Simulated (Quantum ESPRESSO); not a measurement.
## Kohn-Sham bands of TaSe2 (R-3m)

```xyz
3
Lattice="-1.7544 3.0387 0.0000 -3.5088 0.0000 0.0000 -1.7544 1.0129 6.6457" Properties=species:S:1:pos:R:3 pbc="T T T"
Ta     0.0000     0.0000     0.0000
Se     1.7544    -1.0129    -1.6289
Se    -1.7544     1.0129     1.6289
```

Cell from Materials Project (mp-567724), symmetrised, no further relaxation. COD (Crystallography Open Database) has the formula in 5 space groups, this one among them (matched by group alone). Method: PBEsol plane waves in Quantum ESPRESSO 7.5 (PseudoDojo norm-conserving files, 69 Ry, no spin polarisation, no spin-orbit coupling), Bloch states on a 8×8×8 mesh through Γ, Wannier90 4.0.1. Density: 10×10×10 mesh, cold smearing 0.01 Ry. The cell is built of weakly bound layers, chains or molecules, whose nearest atoms lie 3.95 Å apart. Database cells relaxed without dispersion often hold them too far apart, which can enlarge gaps and weakens couplings between them; spacing and stacking were not compared with the measured crystal. Spin-orbit coupling is left out although heavy elements are present.

Question: List the Kohn-Sham levels between −8 and 3.0 eV relative to the Fermi level at the high-symmetry points, as a band run of pw.x on that density gives them (levels within 2 meV counted together).

Answer: 
```tsv
point	k (reciprocal lattice)	levels (eV)
Γ	0.000 0.000 0.000	-6.29, -3.17 (×2), -1.30, -0.07 (×2), 0.00, 0.17 (×2)
T	0.000 0.000 0.500	-5.47, -3.15 (×2), -3.13, -0.16 (×2), 0.19 (×2), 0.68
H_2	-0.318 -0.636 0.182	-5.25, -4.90, -4.62, -3.65, -3.17, -2.86, 1.18, 1.27, 1.80
H_0	-0.364 -0.682 -0.182	-5.25, -4.90, -4.62, -3.65, -3.17, -2.86, 1.18, 1.27, 1.80
L	0.000 -0.500 0.000	-6.23, -4.58, -4.18, -3.33, -2.58, -1.42, -0.87, 2.13, 2.62
S_0	-0.341 -0.682 -0.341	-5.22, -4.84, -4.73, -3.58, -3.24, -2.89, 1.16, 1.43, 1.68
S_2	-0.341 -0.659 0.000	-5.22, -4.84, -4.73, -3.58, -3.24, -2.89, 1.16, 1.43, 1.68
F	-0.500 -0.500 0.000	-6.40, -4.71, -3.62, -3.25, -2.46, -1.59, -1.11, 2.13, 2.59
```
